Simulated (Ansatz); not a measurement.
SnTePbSe in space group P4/mmm (No. 123; Sn on 1d, Te on 1c, Pb on 1a, Se on 1b) at seven volumes, DFT-LDA in the program Ansatz with PAW potentials, shape and atoms relaxed at each. One row is withheld.

```tsv
V (Å³/atom)	P (GPa)
26.601	6.19
27.478	3.79
28.355	?
29.232	0.01
30.109	-1.46
30.986	-2.71
31.863	-3.76
```

Task: Fit the shown pressures and predict the withheld one.

Result: P = (3/2)B₀(x^(7/2) − x^(5/2))[1 + (3/4)(B′ − 4)(x − 1)] with x = (V₀/V)^(2/3). Least squares on the six rows gives V₀ = 29.238 Å³/atom, B₀ = 53.0 GPa, B′ = 4.47. At V = 28.355, x = 1.0207 and P = 1.74 GPa. The run itself gave 1.75 GPa.

The workflow started from a Materials Project entry (that database holds measured and hypothetical structures alike); the Crystallography Open Database copy checked does not list it. Its standing as an ambient phase is unchecked. The cell was relaxed with LDA under the symmetry of its start. At this level the phase is dynamically unstable (imaginary phonons). Spin–orbit coupling is left out wherever it is not named.

Potentials: the later of the program's two PAW sets.
